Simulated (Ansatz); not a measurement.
W3N4 (space group Pm-3m)

```xyz
7
Lattice="4.2154 0.0000 0.0000 0.0000 4.2154 0.0000 0.0000 0.0000 4.2154" Properties=species:S:1:pos:R:3 pbc="T T T"
N      2.1077     2.1077     2.1077
N      2.1077     0.0000     0.0000
N      0.0000     2.1077     0.0000
N      0.0000     0.0000     2.1077
W      2.1077     2.1077     0.0000
W      0.0000     2.1077     2.1077
W      2.1077     0.0000     2.1077
```

Equation-of-state scan: isotropic scaling of the cell above, V₀ being its volume. Symmetry pins the atoms to their sites.

All values below come from PBE (plane waves to 420 eV, PAW, scalar-relativistic; Ansatz, a program for electronic structure). k mesh 11×11×11 (Γ-centred), Fermi-Dirac smearing 0.05 eV. E stands for the smeared free energy. Spin-orbit coupling is left out, though W is heavy. W3N4 is run without spin polarisation. W3N4 was relaxed with its symmetry unable to fall. ΔE is measured from the relaxed starting cell. The last digit holds for this mesh only.

```tsv
V (Å³/atom)	ΔE (meV/atom)
9.631	140.0
9.809	94.0
9.988	58.2
10.166	31.7
10.345	13.6
10.523	3.3
10.701	0.0
10.880	3.1
11.058	12.1
11.236	26.4
11.415	45.7
11.593	69.3
11.771	97.0
```

Task: What is the fitted pressure derivative B₀′?

Result: 4.5.

Task: What bulk modulus B₀ follows from a third-order Birch-Murnaghan fit?

Result: 346 GPa. Check by three points about V = 10.701 Å³/atom, step 0.357: d²E/dV² ≈ (14 − 2·0 + 12) meV / 0.357² = 0.204 eV/Å⁶, and V·d²E/dV² × 160.2 = 350 GPa.

(A scan under strain: stresses follow from slopes of the energy per volume, elastic moduli from its curvatures.)
